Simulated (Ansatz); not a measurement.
La (dhcp (α-La type), P6_3/mmc) is relaxed with the program Ansatz at the PBE+D3(BJ) level (PAW). What lattice parameters of the conventional cell result?

a = 3.662 Å, c = 11.796 Å.

The cell was relaxed with PBE+D3(BJ) under the symmetry of its start. The pairwise dispersion correction was not fitted to metals. Axis ratios of metals converge slowly with the k-mesh, so a and c are less sure than the volume. Scalar-relativistic: spin–orbit coupling is off unless named, which matters more the heavier the elements.

Potentials: the later of the program's two PAW sets.
